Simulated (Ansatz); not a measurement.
**From the elastic tensor of Mo3W2 to moduli and sound speeds**

All numbers below come from Ansatz 0.2.0, DFT PBE, scalar-relativistic, plane waves, PAW. Settings: 420 eV plane-wave cutoff, Γ-centred 16×16×16 mesh, Fermi-Dirac smearing of 0.15 eV. No spin polarisation.

Space group I4/mmm (No. 139), tetragonal, a = 3.170 Å, c = 15.858 Å. Mo on a site of symmetry 4mm is surrounded by 4 Mo at 2.74 Å, 4 W at 2.75 Å, 5 Mo at 3.16–3.17 Å and 1 W at 3.19 Å; around Mo on a site of symmetry 4/mmm lie 8 Mo at 2.74 Å, 2 W at 3.17 Å and 4 Mo at 3.17 Å; W is surrounded by 4 Mo at 2.75 Å, 4 W at 2.75 Å, 2 Mo at 3.17–3.19 Å and 4 W at 3.17 Å.

The cell was found from a structure generator's guess, not taken from experiment. In a metal, frequencies and elastic constants depend on the k mesh and the smearing, soft modes and shear constants most. Spin–orbit coupling is left out, which matters for heavy elements.

Relaxed-ion constants (GPa, on the Cartesian axes of the calculation):
```
476.3 175.0 175.1   0.0   0.0   0.0
175.0 476.3 175.1   0.0   0.0   0.0
175.1 175.1 477.0   0.0   0.0   0.0
  0.0   0.0   0.0 114.8   0.0   0.0
  0.0   0.0   0.0   0.0 114.8   0.0
  0.0   0.0   0.0   0.0   0.0 114.9
```

Density 13.662 g/cm³; 5 atoms in 79.68 Å³.

With S = C⁻¹: B_V = (C11+C22+C33+2(C12+C13+C23))/9, G_V = (C11+C22+C33−C12−C13−C23+3(C44+C55+C66))/15, 1/B_R = S11+S22+S33+2(S12+S13+S23), 15/G_R = 4(S11+S22+S33−S12−S13−S23)+3(S44+S55+S66); Hill is their mean. Then v_l = √((B+4G/3)/ρ), v_t = √(G/ρ), v_m = [(2/v_t³+1/v_l³)/3]^(−1/3) and Θ = (ħ/k_B)·v_m·(6π²n/V)^(1/3) for n atoms in the volume V; E = 9BG/(3B+G), ν = (3B−2G)/(2(3B+G)) and A^U = 5G_V/G_R + B_V/B_R − 6.

```
Bulk modulus, Voigt / Reuss / Hill          : 275.6 / 275.6 / 275.6 GPa
Shear modulus, Voigt / Reuss / Hill         : 129.2 / 126.9 / 128.0 GPa
Young's modulus                             : 333 GPa
Poisson ratio                               : 0.299
Pugh ratio B/G                              : 2.15 (over 1.75, the rule of thumb for ductile)
Universal anisotropy index                  : 0.09
Longitudinal and transverse sound speeds    : 5716 and 3061 m/s
Debye temperature from the mean sound speed : 405 K
```
